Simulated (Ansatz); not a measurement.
B4C:
Space group R-3m, hexagonal axes (No. 166); a = 5.6324 Å, b = 5.6324 Å, c = 12.0761 Å, α = 90.00°, β = 90.00°, γ = 120.00°

```json
[
 {"atom": "B", "site": "18h", "symmetry": ".m", "x": "0.1673", "y": "0.3347", "z": "0.0262"},
 {"atom": "B", "site": "18h", "symmetry": ".m", "x": "0.2159", "y": "0.1079", "z": "0.1139"},
 {"atom": "C", "site": "6c", "symmetry": "3m", "x": "0.0000", "y": "0.0000", "z": "0.3902"},
 {"atom": "C", "site": "3b", "symmetry": "-3m", "x": "0.0000", "y": "0.0000", "z": "0.5000"}
]
```
(The calculation used a cell of 15 atoms; values per cell refer to that cell.)

Relaxed with r²SCAN.

Q: Give the optical modes at the zone centre with their infrared and Raman activity from DFPT, the program Ansatz at the r²SCAN level (PAW).

A: Transverse frequencies, without the LO–TO term; a row sums one degenerate level.

```csv
ω (cm⁻¹),degeneracy,IR ((D/Å)²/amu),Raman (Å⁴/amu),activity
439,1,2.33,0,IR
490,1,0.00,0,silent
494,2,0.00,100,Raman
509,2,0.34,0,IR
533,2,0.00,1.2,Raman
535,2,0.02,0,IR
583,1,0.00,0,silent
626,2,0.42,0,IR
695,1,0.00,170,Raman
715,1,0.45,0,IR
724,2,5.97,0,IR
752,2,0.00,370,Raman
760,1,0.00,2000,Raman
792,2,1.85,0,IR
796,2,0.00,62,Raman
817,2,10.17,0,IR
818,2,0.00,1.6,Raman
824,1,0.00,0,silent
853,1,26.31,0,IR
865,1,0.00,0,silent
902,1,0.52,0,IR
981,2,0.00,470,Raman
989,1,0.00,2000,Raman
993,2,28.11,0,IR
1081,2,0.00,350,Raman
1088,1,0.00,1700,Raman
1165,1,0.00,5400,Raman
1726,1,89.58,0,IR
```

Q: How high does the top mode go among those that the LO–TO term moves?

A: 1013 cm⁻¹ for q along x, 1013 cm⁻¹ for q along y, 1783 cm⁻¹ for q along z.

The workflow started from a Materials Project entry (that database holds measured and hypothetical structures alike); the Crystallography Open Database copy checked does not list it. Whether it is the stable phase at ambient conditions was not checked. Symmetry was held in the r²SCAN relaxation; whether a distortion lowers the energy is not shown.

Potentials: the later of the program's two PAW sets.
